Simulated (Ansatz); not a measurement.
Relaxed-ion elastic tensor of Zr in space group P6/mmm (No. 191; Zr on 1a, Zr on 2d) in GPa (Voigt order), PBEsol (plane waves, PAW; program Ansatz); density 6.82 g/cm³, 22.20 Å³ per atom.

```
 173  81.1  51.1   0.0   0.0   0.0
81.1   173  51.1   0.0   0.0   0.0
51.1  51.1   205   0.0   0.0   0.0
 0.0   0.0   0.0  31.9   0.0   0.0
 0.0   0.0   0.0   0.0  31.9   0.0
 0.0   0.0   0.0   0.0   0.0  45.8
```

**Question.** Is the crystal mechanically stable?

**Answer.** Yes: the smallest eigenvalue of C is 31.9 GPa.

**Question.** Work out the Voigt, Reuss and Hill averages.

**Answer.** K_V = 102, K_R = 102, K_H = 102; G_V = 46.4, G_R = 41.9, G_H = 44.1 GPa.

**Question.** Give Young's modulus, Poisson's ratio, Pugh's ratio and the universal anisotropy index.

**Answer.** E = 9KG/(3K + G) = 116 GPa; ν = 0.31; K/G = 2.31 (ductile by the Pugh limit of 1.75); A_U = 5G_V/G_R + K_V/K_R − 6 = 0.54.

**Question.** Estimate the sound speeds and the Debye temperature.

**Answer.** v_l = √((K + 4G/3)/ρ) = 4850 m/s, v_t = √(G/ρ) = 2540 m/s, mean 2840 m/s; Θ = (h/k)(3n/4πV)^(1/3) v_m = 301 K.

**Question.** How much does each axis shrink under pressure?

**Answer.** Linear compressibilities β_i = Σ_j S_ij (j = 1 to 3): x 3.3, y 3.3, z 3.2 per TPa.

This is a known high-pressure phase of the composition, computed here at zero pressure and temperature. The PBEsol relaxation kept the symmetry of its start; of distortions, only those at the zone centre were tested. No spin polarisation was allowed. As this level gives no gap, shear constants depend on the k-mesh and smearing (Fermi–Dirac, 0.1 eV here).

Potentials: the later of the program's two PAW sets.
